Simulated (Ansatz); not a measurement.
All numbers below come from DFT, LDA (PW92), plane waves (420 eV) with PAW, scalar-relativistic in Ansatz. (PAW data from PBE, frozen cores regenerated.)

An element in the diamond structure gives this curve. The cell is scaled uniformly from the relaxed one, with fractional coordinates and shape fixed. Energies are extrapolated to zero smearing, pressures are those at the given smearing. Magnetic state: spin not included.

```
V (Å³/atom)  E − E₀ (meV/atom)  P (GPa)
     37.733               79.2     5.48
     39.448               32.8     3.27
     41.163                7.8     1.48
     42.878                0.0     0.03
     44.594                6.2    -1.15
     46.309               23.9    -2.10
     48.024               50.7    -2.86
```

Task: Which element is it?
A. thallium
B. lead
C. sodium
D. tellurium

Result: D. Its fit is V₀ = 42.91 Å³/atom, B₀ = 32 GPa, B₀′ = 4.2.
